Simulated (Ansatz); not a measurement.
SnSe2 (CdI2 type, P-3m1) under volume change, the program Ansatz at the LDA level (PAW), shape and atoms relaxed at each volume.

```json
[
 {"V (Å³/atom)": "22.361", "E − E(relaxed) (meV/atom)": "28.7", "P (GPa)": "4.90"},
 {"V (Å³/atom)": "23.098", "E − E(relaxed) (meV/atom)": "11.3", "P (GPa)": "2.76"},
 {"V (Å³/atom)": "23.835", "E − E(relaxed) (meV/atom)": "2.5", "P (GPa)": "1.15"},
 {"V (Å³/atom)": "24.572", "E − E(relaxed) (meV/atom)": "0.0", "P (GPa)": "0.00"},
 {"V (Å³/atom)": "25.309", "E − E(relaxed) (meV/atom)": "[?]", "P (GPa)": "[?]"},
 {"V (Å³/atom)": "26.046", "E − E(relaxed) (meV/atom)": "[?]", "P (GPa)": "[?]"},
 {"V (Å³/atom)": "26.783", "E − E(relaxed) (meV/atom)": "12.6", "P (GPa)": "-1.41"}
]
```

Task: Fill in the missing entries.

Result: 
- 26.046, E − E(relaxed) (meV/atom): 6.5
- 26.046, P (GPa): -1.21
- 25.309, E − E(relaxed) (meV/atom): 1.9
- 25.309, P (GPa): -0.77

Task: What does a third-order Birch–Murnaghan fit give for V₀, B₀ and B′?

Result: V₀ = 24.58 Å³/atom, B₀ = 30.5 GPa, B′ = 12.4.

Symmetry was held in the LDA relaxation; of distortions, only those at the zone centre were tested. A crystal of weakly bound layers computed without a dispersion correction: the cell and the soft elastic constants depend strongly on that. Spin–orbit coupling is left out wherever it is not named.

Potentials: the later of the program's two PAW sets.
